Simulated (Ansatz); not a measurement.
Consider the following.

Starting cell, InSb (zinc blende):

```
CELL_PARAMETERS angstrom
      0.00000     3.25957     3.25957
      3.25957     0.00000     3.25957
      3.25957     3.25957     0.00000
ATOMIC_POSITIONS crystal
  Sb 0.75000 0.75000 0.75000
  In 0.00000 0.00000 0.00000
```

In this cell atom 1 (Sb, nearest neighbour In at 2.823 Å; its periodic images, 4.6 Å or more away, move with it) is moved by s along Cartesian z, unit vector (0.000, 0.000, 1.000); all other atoms and the cell stay fixed.

Computed with PBEsol (plane waves to 420 eV, PAW, scalar-relativistic; Ansatz, a quantum-chemistry and plane-wave program). k mesh 10×10×10 (Γ-centred), Fermi-Dirac smearing 0.05 eV. The energy includes the smearing's −TS. With partly filled bands, energies and forces of such displacements shift with the k mesh and the smearing. At this level the bands of InSb touch or barely overlap; measurements give the solid a gap. InSb was relaxed with its symmetry unable to fall. Spin-orbit coupling is left out, though Sb is heavy. ΔE is measured from the undisplaced structure.

The scan covers s from -0.280 to 0.280 Å in 11 points.

Is the energy the same for equal positive and negative displacements?

Even: the same for both signs. With its periodic images moving along, the atom's site symmetry in this cell is -43m.

What is the force constant k = d²E/ds² of this move at s = 0?

6.53 eV/Å².

With two atoms in the cell this is the zone-centre optical mode. What wavenumber follows?

173 cm⁻¹.

(For displaced atoms, the force is minus the slope of the energy, and its curvature is a force constant, which sets phonon frequencies.)
